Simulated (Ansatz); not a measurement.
**Profile along the Cd–Cd line in Cd (hcp, Mg type)**

Cd (hcp, Mg type)

```yaml
crystal:
  lattice:
    - [2.96206, 0.00000, 0.00000]
    - [-1.48103, 2.56522, 0.00000]
    - [0.00000, 0.00000, 5.80108]
  atoms:
    - { symbol: Cd, position: [0.33333, 0.66667, 0.75000] }
    - { symbol: Cd, position: [0.66667, 0.33333, 0.25000] }
```

Fields along a shortest Cd–Cd line of a (0001) plane (2.96 Å), from Cd to Cd, interpolated on the slice's grid (step about 0.2 Å). All values below come from r2SCAN (plane waves to 500 eV, PAW, scalar-relativistic; Ansatz, a first-principles code). k mesh 18×18×8. Near the nuclei the fields are pseudised (PAW); where an atom keeps semicore shells as valence, they peak there. Cd was relaxed with its symmetry unable to fall. The PAW data are Ansatz's earlier set.

```
distance from Cd (Å)  valence electron density (e/Å³)  electron localisation function
--------------------  -------------------------------  ------------------------------
0.00                                            26.60                               x
0.15                                            24.15                               x
0.30                                            18.15                               x
0.44                                            11.48                               x
0.59                                             6.15                            0.44
0.74                                             2.69                            0.34
0.89                                             1.08                            0.28
1.04                                             0.49                            0.22
1.18                                             0.30                            0.20
1.33                                             0.23                            0.22
1.48                                             0.21                            0.26
1.63                                             0.23                            0.22
1.78                                             0.30                            0.20
1.92                                             0.49                            0.22
2.07                                             1.08                            0.28
2.22                                             2.69                            0.34
2.37                                             6.15                            0.44
2.52                                            11.48                               x
2.66                                            18.15                               x
2.81                                            24.15                               x
2.96                                            26.60                               x
```

x: too close to a nucleus for the ELF to mean much.

Density on the Cd–Cd line (2.96 Å) at its midpoint: 0.21 e/Å³. ELF at that point: 0.26.
